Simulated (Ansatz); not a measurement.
Si:
```
CELL_PARAMETERS angstrom
      0.00000     2.71680     2.71680
      2.71680     0.00000     2.71680
      2.71680     2.71680     0.00000
ATOMIC_POSITIONS crystal
  Si 0.75000 0.75000 0.75000
  Si 0.50000 0.50000 0.50000
```

This is the PBEsol-relaxed structure.

All from plane-wave PAW PBEsol (Ansatz code), unless another level is named. Give the hole effective mass, band 2 of 3 at the edge.

0.26 along [100], 0.26 along [110], 0.65 along [111] (mₑ).

And the smallest direct gap on the standard path?

2.52 eV.

Next, the band gap?

0.46 eV (indirect).

Predict the hole effective mass, band 3 of 3 at the edge.

0.17 along [100], 0.11 along [110], 0.094 along [111] (mₑ).

Space group Fd-3m (diamond). The PBEsol relaxation kept the symmetry of its start.

Potentials: the earlier of the program's two PAW sets. The files were generated under PBE; for other functionals the program regenerates the frozen cores, and for LDA and PBEsol the local potential too.
